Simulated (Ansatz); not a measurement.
The calculation used Ansatz 0.2.0, DFT PBE, scalar-relativistic, plane waves, PAW. Settings: cutoff 420 eV, Γ-centred meshes spaced at most about 0.3 Å⁻¹, and about 0.25 Å⁻¹ or finer for metals (2π included), Gaussian smearing. No spin polarisation in the final relaxations.

Temperature and zero-point effects are left out. All come from trial cells, and lower structures may exist.

Task: Order these relaxed structures of SiSbTe2 by energy, lowest first, with the energy over the lowest of them.
A.

```cif
data_structure
_symmetry_space_group_name_H-M 'P6/mmm'
_symmetry_Int_Tables_number 191
_cell_length_a 5.3647
_cell_length_b 5.3647
_cell_length_c 5.1928
_cell_angle_alpha 90.000
_cell_angle_beta 90.000
_cell_angle_gamma 120.000
_cell_volume 129.43
loop_
_atom_site_label
_atom_site_type_symbol
_atom_site_symmetry_multiplicity
_atom_site_Wyckoff_symbol
_atom_site_fract_x
_atom_site_fract_y
_atom_site_fract_z
_atom_site_occupancy
Si1 Si 1 a 0.00000 0.00000 0.00000 1
Sb1 Sb 1 b 0.00000 0.00000 0.50000 1
Te1 Te 2 c 0.33333 0.66667 0.00000 1
```

B.

```cif
data_structure
_symmetry_space_group_name_H-M 'P-3m1'
_symmetry_Int_Tables_number 164
_cell_length_a 3.9379
_cell_length_b 3.9379
_cell_length_c 8.1045
_cell_angle_alpha 90.000
_cell_angle_beta 90.000
_cell_angle_gamma 120.000
_cell_volume 108.84
loop_
_atom_site_label
_atom_site_type_symbol
_atom_site_symmetry_multiplicity
_atom_site_Wyckoff_symbol
_atom_site_fract_x
_atom_site_fract_y
_atom_site_fract_z
_atom_site_occupancy
Si1 Si 1 b 0.00000 0.00000 0.50000 1
Sb1 Sb 1 a 0.00000 0.00000 0.00000 1
Te1 Te 2 d 0.33333 0.66667 0.71509 1
```

C.

```cif
data_structure
_symmetry_space_group_name_H-M 'P-4m2'
_symmetry_Int_Tables_number 115
_cell_length_a 3.9042
_cell_length_b 3.9042
_cell_length_c 8.5576
_cell_angle_alpha 90.000
_cell_angle_beta 90.000
_cell_angle_gamma 90.000
_cell_volume 130.44
loop_
_atom_site_label
_atom_site_type_symbol
_atom_site_symmetry_multiplicity
_atom_site_Wyckoff_symbol
_atom_site_fract_x
_atom_site_fract_y
_atom_site_fract_z
_atom_site_occupancy
Si1 Si 1 a 0.00000 0.00000 0.00000 1
Sb1 Sb 1 c 0.50000 0.50000 0.50000 1
Te1 Te 2 g 0.50000 0.00000 0.78378 1
```

Result: B (0 meV/atom), C (90 meV/atom), A (453 meV/atom). Forms: B P-3m1; C P-4m2; A P6/mmm. Counting all near atoms (for each partner element, those within 1.25 times its shortest distance or 1.15 times the sum of covalent radii, where it is the nearest in units of that sum or under 1.3; a plus sign parts groups by distance over the sum of covalent radii): B has Si 6, Sb 6, Te 6; C has Si 4, Sb 4, Te 4; A has Si 2+6, Sb 2, Te 6. Even the lowest lies +0.21 eV/atom against the elements.

Spin–orbit coupling, which can matter for Sb and Te, is left out. In P-3m1, P-4m2, P6/mmm an odd number of electrons in the primitive cell allows no gap without spin; a larger cell or a magnetic state could open one. A magnetic state wasn't ruled out in cells without spin, among them P-3m1, P-4m2, P6/mmm. Cells relaxed within their symmetry can be saddle points. Some candidate types were left out of the draw beforehand, so a known form may be missing.
